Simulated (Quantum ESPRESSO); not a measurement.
pw.x input (Quantum ESPRESSO 7.5; PBEsol, PseudoDojo standard norm-conserving files, scalar-relativistic):

```
&CONTROL
  calculation = 'scf'
  pseudo_dir = './pseudo'
  outdir = './out'
  tprnfor = .true.
  tstress = .true.
/
&SYSTEM
  ibrav = 0
  nat = 5
  ntyp = 3
  ecutwfc = 102.0
  ecutrho = 408.0
  occupations = 'smearing'
  smearing = 'fd'
  degauss = 0.002
  nbnd = 21
  assume_isolated = '2D'
/
&ELECTRONS
  conv_thr = 5e-10
/
ATOMIC_SPECIES
H 1.0080 H.upf
O 15.9990 O.upf
Cd 112.4140 Cd.upf
CELL_PARAMETERS angstrom
  3.509268713054   0.000000000000   0.000000000000
 -1.754634356527   3.039115854211   0.000000000000
  0.000000000000   0.000000000000  17.300000000000
ATOMIC_POSITIONS crystal
H   0.666666667000   0.333333333000  -0.118460651100
H   0.333333333667   0.666666666333   0.118460651100
O   0.666666667000   0.333333333000  -0.062637665900
O   0.333333333667   0.666666666333   0.062637665900
Cd   0.000000000333   0.000000000000   0.000000000000
K_POINTS automatic
12 12 1 0 0 0
```

End of the output:

```
     total energy              =    -418.70691993 Ry
     estimated scf accuracy    <       0.00000083 Ry
     total energy              =    -418.70692007 Ry
     estimated scf accuracy    <          5.0E-09 Ry
     total energy              =    -418.70692008 Ry
     estimated scf accuracy    <          2.8E-09 Ry
[...]
     the Fermi energy is    -3.2808 ev
!    total energy              =    -418.70692008 Ry
     estimated scf accuracy    <          1.6E-11 Ry
     smearing contrib. (-TS)   =       0.00000000 Ry
     internal energy E=F+TS    =    -418.70692008 Ry
     The total energy is F=E-TS. E is the sum of the following terms:
     one-electron contribution =   -2595.53574997 Ry
     hartree contribution      =    1297.09939884 Ry
     xc contribution           =     -66.04058832 Ry
     ewald contribution        =     945.77001938 Ry
     convergence has been achieved in  11 iterations
     Forces acting on atoms (cartesian axes, Ry/au):
     atom    1 type  1   force =     0.00000000   -0.00000000   -0.00022166
     atom    2 type  1   force =     0.00000000    0.00000000    0.00022166
     atom    3 type  2   force =     0.00000000    0.00000000   -0.00004344
     atom    4 type  2   force =     0.00000000    0.00000000    0.00004344
     atom    5 type  3   force =    -0.00000000    0.00000000    0.00000000
     Total force =     0.000319     Total SCF correction =     0.000007
```
In a gapped system the printed Fermi energy is only some level inside the gap.

Spin-orbit coupling is not included.

Geometry relaxed with PBEsol.
